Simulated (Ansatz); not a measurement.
**An elastic constant from a strain scan in Ba**

The calculation used Ansatz, DFT PBEsol, scalar-relativistic, plane waves, PAW. The runs took a 420 eV cutoff, a Γ-centred 14×14×14 mesh and Gaussian smearing (0.15 eV). No spin polarisation. Energies are free energies at this smearing, counted from the undisturbed cell; pressure is positive in compression.

The starting cell (as given, not relaxed at this level; it stands at -0.6 GPa):

```
Ba
1.0
    -2.50000    2.50000    2.50000
     2.50000   -2.50000    2.50000
     2.50000    2.50000   -2.50000
Ba
1
Direct
  0.00000 0.00000 0.00000
```

The cell is strained by ε times the Voigt pattern (1, 0, 0, 0, 0, 0) (xx, yy, zz, yz, xz, xy; engineering shear) with fractional coordinates fixed. The cell holds 1 atom in V0 = 62.50 Å³. The stress column is τ = (1/V0) dE/dε, got from the stress tensor σ (compression positive) at each point as −det(1 + εP) σ : P(1 + εP)⁻¹, with P the pattern as a tensor.

```
      ε  ΔE (meV/atom)  τ (GPa)
-0.1000          1.815   -0.829
-0.0750         -4.087   -0.393
-0.0500         -6.033   -0.014
-0.0250         -4.515    0.317
 0.0000          0.000    0.601
 0.0250          7.045    0.837
 0.0500         16.181    1.030
 0.0750         27.027    1.188
 0.0875         32.988    1.255
 0.1000              ?        ?
```

Question: Which combination of elastic constants does this scan measure, and how large is it?

Answer: For small ε, τ = τ0 + Kε with K = pᵀCp, which for this pattern is C11 in the cubic axes. The parabola through τ at ε = -0.0250, 0 and 0.0250 has slope K = 10.4 GPa at zero. The energies per cell, E = NΔE, of the same two points give K = 2[E(ε₊)/ε₊ − E(ε₋)/ε₋]/[(ε₊ − ε₋)V0] = 10.4 GPa, in agreement. The start is under stress, which shifts K from the elastic constant by about the size of that stress.

Question: Predict the withheld row at ε = 0.1000 from the harmonic law, and compare.

Answer: ΔE = V0(τ0 ε + Kε²/2)/N = 43.684 meV/atom and τ = 1.64 GPa. The calculation gives 39.260 meV/atom and 1.32 GPa: the energy lies 10 % below the harmonic value, as bonds soften when stretched.

In a metal these slopes depend on the k mesh and the smearing.